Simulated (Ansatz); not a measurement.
Cu$_{3}$N:
```yaml
crystal:
  lattice:
    - [0.00000, 2.73928, 2.73928]
    - [2.73928, 0.00000, 2.73928]
    - [2.73928, 2.73928, 0.00000]
  atoms:
    - { symbol: N, position: [0.00000, 0.00000, 0.00000] }
    - { symbol: Cu, position: [0.50000, 0.50000, 0.50000] }
    - { symbol: Cu, position: [0.25000, 0.25000, 0.25000] }
    - { symbol: Cu, position: [0.75000, 0.75000, 0.75000] }
```

Relaxed with PBEsol. Special points in fractions of this cell's reciprocal vectors: Γ (0.000, 0.000, 0.000); X (0.500, 0.000, 0.500); U (0.625, 0.250, 0.625); K (0.375, 0.375, 0.750); L (0.500, 0.500, 0.500); W (0.500, 0.250, 0.750).

Problem. List the band energies nearest the Fermi level at these points for PBEsol (plane waves, PAW; program Ansatz).

Solution. In eV from the Fermi level; about four levels below and three above (degenerate sets whole), none deeper than 8.9 eV; points with the same levels are listed once.

```json
[
 {"k": "Γ", "below": "-1.58 -1.58 -0.11 -0.11 -0.11", "above": "6.47 6.47 6.47"},
 {"k": "X", "below": "-1.61 -1.41 -1.41 -1.38", "above": "0.45 4.04 4.60"},
 {"k": "U", "below": "-1.42 -1.40 -1.35 -1.29", "above": "1.20 3.50 4.03"},
 {"k": "L", "below": "-1.79 -1.79 -1.64 -0.96", "above": "0.02 0.02 3.05"},
 {"k": "W", "below": "-1.85 -1.85 -1.38 -1.38 -1.24", "above": "2.69 2.98 4.13 4.13"}
]
```

Space group Fm-3m. A made-up cell: these elements were put on the sites of a structure type; neither database checked (COD, Materials Project) lists it. COD files the formula under space group No. 221. Whether it is the stable phase at ambient conditions was not checked. The PBEsol relaxation kept the symmetry of its start. At this level the phase is dynamically unstable (imaginary phonons). The run is not spin-polarised.

Potentials: the earlier of the program's two PAW sets. The files were generated under PBE; for other functionals the program regenerates the frozen cores, and for LDA and PBEsol the local potential too.
